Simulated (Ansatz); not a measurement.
InP:
```xyz
8
Lattice="4.1732 0.0000 0.0000 -2.0866 3.6141 0.0000 0.0000 0.0000 13.6659" Properties=species:S:1:pos:R:3 pbc="T T T"
In     2.0866     1.2047     0.0001
P      2.0866     1.2047     2.5650
In     0.0000     0.0000     3.4180
P      0.0000     0.0000     5.9745
In     0.0000     2.4094     6.8331
P      0.0000     2.4094     9.3979
In     0.0000     0.0000    10.2509
P      0.0000     0.0000    12.8074
```

Relaxed with r²SCAN. Independent-particle spectrum: no excitons, no local fields, no scissors shift; 0.1 eV broadening; ε₁ of the summed bands alone.

Q: Tabulate the dielectric function from r²SCAN in the plane-wave PAW code Ansatz.

A: 

| E (eV) | ε₁ xx | ε₂ xx | ε₁ zz | ε₂ zz |
|---|---|---|---|---|
| 0.0 | 9.52 | 0.00 | 9.59 | 0.00 |
| 0.4 | 9.64 | 0.00 | 9.71 | 0.00 |
| 0.8 | 10.07 | 0.00 | 10.11 | 0.00 |
| 1.2 | 10.98 | 0.78 | 11.17 | 0.62 |
| 1.6 | 11.07 | 1.33 | 11.24 | 1.39 |
| 2.0 | 11.77 | 1.67 | 11.79 | 1.80 |
| 2.4 | 13.48 | 2.29 | 12.98 | 2.37 |
| 2.8 | 16.39 | 7.34 | 15.65 | 3.63 |
| 3.2 | 11.69 | 9.47 | 15.87 | 13.12 |
| 3.6 | 11.25 | 10.34 | 12.11 | 13.61 |
| 4.0 | 10.64 | 12.80 | 8.73 | 15.87 |
| 4.4 | 7.07 | 16.45 | 2.00 | 19.56 |
| 4.8 | 0.37 | 18.11 | -0.73 | 12.27 |
| 5.2 | -2.87 | 12.16 | -2.92 | 11.23 |
| 5.6 | -2.01 | 10.30 | -1.55 | 8.68 |
| 6.0 | -3.21 | 10.29 | -1.77 | 10.29 |
| 6.4 | -5.12 | 6.90 | -4.39 | 8.75 |
| 6.8 | -4.86 | 5.21 | -5.26 | 4.99 |
| 7.2 | -3.97 | 3.89 | -3.81 | 4.11 |
| 7.6 | -3.35 | 3.27 | -3.88 | 3.30 |
| 8.0 | -2.75 | 2.88 | -3.12 | 2.51 |
| 8.4 | -2.73 | 2.54 | -2.56 | 2.43 |
| 8.8 | -2.52 | 2.06 | -2.46 | 1.92 |
| 9.2 | -2.26 | 1.75 | -2.12 | 1.63 |
| 9.6 | -2.04 | 1.33 | -1.84 | 1.50 |
| 10.0 | -1.65 | 1.10 | -1.78 | 1.19 |
| 10.4 | -1.52 | 1.00 | -1.49 | 0.94 |
| 10.8 | -1.27 | 0.81 | -1.18 | 0.85 |
| 11.2 | -1.10 | 0.71 | -1.10 | 0.71 |
| 11.6 | -0.93 | 0.57 | -0.88 | 0.65 |
| 12.0 | -0.73 | 0.51 | -0.79 | 0.58 |

Q: From ε at 3.0 eV (xx: 12.80 + 9.95i), find n, k, the normal reflectivity and the absorption coefficient.

A: n = 3.81, k = 1.306, R = 39 %, α = 2kE/ħc = 400000 cm⁻¹.

With all bands, ε∞ without local fields is 9.64 (xx = yy), 9.71 (zz).

Space group P6_3mc. The start of the workflow was typed in or built on a structure type; the Crystallography Open Database copy checked does not list it. It is not the phase usual at ambient conditions (space group No. 216). The r²SCAN relaxation kept the symmetry of its start; its stability against distortions is not shown here. Scalar-relativistic: spin–orbit coupling is off unless named, which matters more the heavier the elements.

Potentials: the earlier of the program's two PAW sets.
